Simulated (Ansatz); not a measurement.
**BaCrF6 (R-3m)**

Computed with Ansatz (plane waves, PAW): LDA+U, U = 4.0 eV, J = 0.5 eV (Liechtenstein form) on Cr d, fully localised double counting, collinear spin, scalar-relativistic, 420 eV, PAW set soft_2 (made for PBE), 4×4×4 mesh, Gaussian smearing of 0.05 eV.

```
Ba Cr F
1.0
     3.66400    2.11541    2.37900
    -3.66400    2.11541    2.37900
     0.00000   -4.23082    2.37900
Ba Cr F
1 1 6
Direct
  0.50000 0.50000 0.50000
  0.00000 0.00000 0.00000
  0.26000 0.89700 0.26000
  0.26000 0.26000 0.89700
  0.89700 0.26000 0.26000
  0.74000 0.10300 0.74000
  0.10300 0.74000 0.74000
  0.74000 0.74000 0.10300
```

The structure is that of a cell as deposited in COD, unrelaxed.

Cell and atoms stay fixed. Atoms count from 1 in the text and from 0 in parts of the program's output.

Two runs on this cell converged from different starts. The ends of their outputs, energies left out (λ are the eigenvalues of a shell's occupation matrix):

Run A:

```
Magnetization: 2.0000 μB (34.0000 up, 32.0000 down)
Absolute magnetization: 2.1889 μB (∫|ρ↑−ρ↓|, with the PAW one-centre terms)
Per-site moments (μB) at R_I (Å): [(-0.00049, 1.11468), (1.60594, 0.75419), (-0.00178, 0.75419), (0.01158, 0.75419), (-0.00178, 0.75419), (-0.00178, 0.75419), (-0.00178, 0.75419), (0.01158, 0.75419)]
Fermi energy:    4.540300 eV
--- Forces (eV/Å), atoms counted from 1 ---
  atom   1  Ba     0.00000000     0.00000000     0.00000000
  atom   2  Cr     0.00000000     0.00000000     0.00000000
  atom   3  F     -0.59471400     0.27651936     0.37223736
  atom   4  F      0.00000000    -0.41609378     0.46305617
  atom   5  F      0.59471400     0.27651936     0.37223736
  atom   6  F      0.59471400    -0.27651936    -0.37223736
  atom   7  F     -0.59471400    -0.27651936    -0.37223736
  atom   8  F      0.00000000     0.41609378    -0.46305617
--- Stress (GPa, compression-positive) ---
       -6.831994       0.000000       0.000000
        0.000000      -5.934140       0.508005
        0.000000       0.507995      -1.084005
  P = ⅓ Tr σ = -4.6167 GPa (-46.167 kbar)
--- Löwdin populations: 8 sites ---
  site symbol       q [e]    m [muB]
     0     Ba      8.2059     0.0053
     1     Cr     12.3761     1.8542
     2      F      7.5029     0.0054
     3      F      7.5211     0.0237
     4      F      7.5029     0.0054
     5      F      7.5029     0.0054
     6      F      7.5029     0.0054
     7      F      7.5211     0.0237
--- Occupation matrices: 1 shell (run DFT+U table (all-electron-ortho-atomic); ε = 8.89e-3) ---
  Cr1 d_3D up     Tr n = 2.9382  λ = 0.299 0.339 0.350 0.972 0.979
  Cr1 d_3D dn     Tr n = 1.0916  λ = 0.145 0.149 0.210 0.291 0.297
```

Run B:

```
Magnetization: 2.0000 μB (34.0000 up, 32.0000 down)
Absolute magnetization: 2.4306 μB (∫|ρ↑−ρ↓|, with the PAW one-centre terms)
Per-site moments (μB) at R_I (Å): [(0.00019, 1.11468), (1.74266, 0.75419), (-0.02791, 0.75419), (-0.02791, 0.75419), (-0.02791, 0.75419), (-0.02791, 0.75419), (-0.02791, 0.75419), (-0.02791, 0.75419)]
--- Magnetisation constraints (ε_frz = 1.0e-4 eV) ---
  site  kind          target   achieved (μB)  |Δ|max (μB)  g (eV/μB)  λ_eff  esc  ok  flags
  cell  total_moment  +1.0000  +2.0000        1.00e0       +0.00e0    0.000  0    —   released
Entropy (-TS):   -0.008848 eV (-1.106 meV/atom)
Fermi energy:    4.425045 eV
--- Forces (eV/Å), atoms counted from 1 ---
  atom   1  Ba     0.00000000     0.00000000     0.00000000
  atom   2  Cr     0.00000000     0.00000000     0.00000000
  atom   3  F     -0.40698303     0.23497176     0.43042804
  atom   4  F      0.00000000    -0.46994353     0.43042804
  atom   5  F      0.40698303     0.23497176     0.43042804
  atom   6  F      0.40698303    -0.23497176    -0.43042804
  atom   7  F     -0.40698303    -0.23497176    -0.43042804
  atom   8  F      0.00000000     0.46994353    -0.43042804
--- Stress (GPa, compression-positive) ---
       -6.081988       0.000000       0.000000
        0.000000      -6.081988       0.000000
        0.000000       0.000000      -0.921236
  P = ⅓ Tr σ = -4.3617 GPa (-43.617 kbar)
--- Löwdin populations: 8 sites ---
  site symbol       q [e]    m [muB]
     0     Ba      8.2066     0.0064
     1     Cr     12.3997     2.0487
     2      F      7.5043    -0.0233
     3      F      7.5043    -0.0233
     4      F      7.5043    -0.0233
     5      F      7.5043    -0.0233
     6      F      7.5043    -0.0233
     7      F      7.5043    -0.0233
--- Occupation matrices: 1 shell (run DFT+U table (all-electron-ortho-atomic); ε = 2.78e-3) ---
  Cr1 d_3D up     Tr n = 3.0467  λ = 0.335 0.335 0.699 0.699 0.979
  Cr1 d_3D dn     Tr n = 1.0074  λ = 0.135 0.156 0.156 0.280 0.280
```

Problem. Which run lies higher in energy, by how much, and why?

Solution. Run B, by 27.8 meV/atom. Run B has no gap on the mesh (a metal), yet a whole-number cell moment of 2 μB, as a half-metal would have; run A has 2 d electrons in filled orbitals, 2 of them unpaired, the high-spin filling, a gap of 0.84 eV and a whole-number cell moment of 2 μB, as a collinear insulator must have. Run B kept 12 symmetry operations, run A 4. The Hubbard term of the energy is 2.59 eV per cell in run A and 2.83 eV in run B. Of the difference of 0.22 eV per cell, the Hubbard term gives 0.24 eV and all other terms -0.02 eV, so the Hubbard term alone decides the order: the other terms favour run B. The other terms are taken on each state's own density, so they aren't the result of a run without U.

With one Cr ion in the cell, Cr moments can't oppose each other.

In the lower state the fixed cell carries a pressure of -4.6 GPa and forces up to 0.75 eV/Å; relaxing would change energies and could change the order of close states.

Run B started from: total moment held at first, then free, 1.00 μB per cell, moments Cr2 1.00 μB. Run A started from: ferromagnetic start, free, natural orbitals of the symmetric run filled by rank, moments Cr2 2.00 μB, occupations held for 10 iterations. At this level the cell was started in 11 ways. Run A holds the lowest state found for this cell, which doesn't make it the ground state. For metallic states the mesh is coarse, so energy differences carry some meV/atom. Spin–orbit coupling is left out. The value of U was drawn from a range and not derived for this compound; another value can change gaps, moments and the order of states. A gap on the mesh alone may shrink between mesh points.
